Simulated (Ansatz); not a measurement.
Al₅HO₈ — ²⁷Al NMR of the central transition

Cell: an entry of the Crystallography Open Database (COD; perhaps a calculated or model structure), ions relaxed with PBE at fixed cell.

Space group P6_3mc (No. 186); a = 5.6153, c = 8.8241 Å, γ = 120.00°.

```
site  Wyckoff  site symmetry       x       y       z
 Al1       6c            .m.  0.3315  0.1657  0.1421
 Al5       2b            3m.  0.3333  0.6667  0.3484
 Al7       2b            3m.  0.6667  0.3333  0.4606
   H       2a            3m.  0.0000  0.0000  0.9106
 O13       6c            .m.  0.1658  0.8342  0.2450
 O17       6c            .m.  0.0291  0.5145  0.5065
 O21       2a            3m.  0.0000  0.0000  0.5226
 O23       2b            3m.  0.6667  0.3333  0.2534
```

One atom of each set is listed.

Method: Kohn–Sham DFT in Ansatz, PBE, plane waves and PAW, scalar-relativistic, 420 eV cutoff, Γ-centred 4×4×3 k-points, Fermi–Dirac smearing 0.02 eV.

²⁷Al has I = 5/2 and Q = 146.6 mb (Pyykkö 2018); at 16.4 T its Larmor frequency is ν₀ = 182.1 MHz. Only the quadrupole interaction is simulated: positions count from each site's isotropic chemical shift, and J coupling is left out, as are shift anisotropy and dipolar coupling, which fast spinning averages.

**Question.** What does the ²⁷Al spectrum (fast magic-angle spinning) show for each site?

**Answer.** 

| site | first shell | C_Q (MHz) | η | P_Q (MHz) | δ_QIS (ppm) | breadth (kHz) |
| --- | --- | --- | --- | --- | --- | --- |
| Al1 | 6 O at 1.85–1.97 Å | 4.84 | 0.74 | 5.26 | -5.00 | 2.08 |
| Al5 | 6 O at 1.87–2.03 Å | 2.07 | 0.00 | 2.07 | -0.775 | 0.302 |
| Al7 | 4 O at 1.81–1.83 Å; also 3 O at 2.99 Å | 6.68 | 0.00 | 6.68 | -8.07 | 3.15 |

δ_QIS = −(ν_Q²/30ν₀²)[I(I+1) − 3/4](1 + η²/3) × 10⁶ ppm with ν_Q = 3|C_Q|/[2I(2I−1)]; it falls as 1/B₀² in ppm, and the breadth as 1/B₀ in kHz.

An axis of threefold or higher order runs through Al5 and Al7, so V_zz lies along it and η is zero.
